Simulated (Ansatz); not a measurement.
Phonons of Pd (fcc, Cu type) at L = (0.5, 0.0, 0.0), X = (0.5, 0.5, 0.0).

Pd (fcc, Cu type)

```
CELL_PARAMETERS angstrom
      0.00000     1.95572     1.95572
      1.95572     0.00000     1.95572
      1.95572     1.95572     0.00000
ATOMIC_POSITIONS crystal
  Pd 0.00000 0.00000 0.00000
```

Computed with r2SCAN (plane waves to 500 eV, PAW, scalar-relativistic; Ansatz, a first-principles code). Harmonic phonons by density-functional perturbation theory on a 20×20×20 k mesh, in cm⁻¹ and rounded to 5; i marks imaginary ones, q is in fractions of the reciprocal vectors of the cell shown, and the three acoustic modes at Γ are left out. Pd is run without spin polarisation. Pd was relaxed with its symmetry unable to fall. The PAW data are Ansatz's earlier set.

```csv
q,wavenumbers (cm⁻¹)
"L = (0.5, 0.0, 0.0)","110 (×2), 225"
"X = (0.5, 0.5, 0.0)","150 (×2), 215"
```

The structure shows no imaginary mode at these points (lowest 110 cm⁻¹ at L = (0.5, 0.0, 0.0)); other wave vectors were not tested.

Highest mode: 225 cm⁻¹ at L = (0.5, 0.0, 0.0).
